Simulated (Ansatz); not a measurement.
## BeBi2Te4: reading a single point

```
Be Bi Te
1.0
     2.17248    3.76284    0.00000
    -2.17248    3.76284    0.00000
     0.00000   -2.50856   13.67219
Be Bi Te
1 2 4
Direct
  0.00000 0.00000 0.00000
  0.42490 0.42490 0.27470
  0.57510 0.57510 0.72530
  0.13330 0.13330 0.39990
  0.86670 0.86670 0.60010
  0.29440 0.29440 0.88320
  0.70560 0.70560 0.11680
```

Single point in Ansatz 0.2.0 with PBE, no spin polarisation. Cutoff 420 eV, PAW datasets, 8×8×8 Γ-centred k mesh, fermi-dirac filling (width 0.1237 eV).

(1) What does the stress say?

(2) Describe some of the short contacts.

(3) How is the charge shared?

(4) Is it stable against the elements?

(5) What is the character of the valence top and the conduction bottom?

(6) Which atom feels the largest force, and which way?

(7) Is there a gap, and of what kind?

Origin: a known structure type with other elements, at an estimated volume, so it need not be a known compound. Caveats: no spin-orbit coupling, which can shift this gap by tenths of an eV.

Results:

(1) The pressure is -1.3 GPa (compression positive), so with the atoms held at these fractions the cell would first shrink; the forces are large, so a full relaxation may end otherwise.

(2) Bi–Te at 3.04 Å: least valence density 0.30 e/Å³ and ELF 0.54 there. Be–Te at 2.97 Å is left out, since its least density falls inside a PAW sphere. These are pseudo-fields; inside the PAW spheres they differ from the all-electron ones.

(3) Bader charges in e: Be +1.03, Bi +0.69, Te -0.83 to -0.38. In the mean Be gives up most and Te takes most.

(4) -0.04 eV an atom against the elements' usual phases (free molecules for gases, crystals otherwise, with no correction for O₂ or N₂), too near zero to call. Relaxing would lower it.

(5) Within 0.7 eV of the edges, the states project mainly on Te p (88 %) below the gap and on Bi p (37 %), Te p (31 %) and Be s (20 %) above it.

(6) The largest is on Te6 (and as large on other atoms): 0.86 eV/Å, components (0.00, 0.00, 0.86). It makes 58° with the line to a nearest neighbour, Be1 at 2.97 Å.

(7) The gap is 0.37 eV, indirect (the least direct gap found is 0.41 eV).
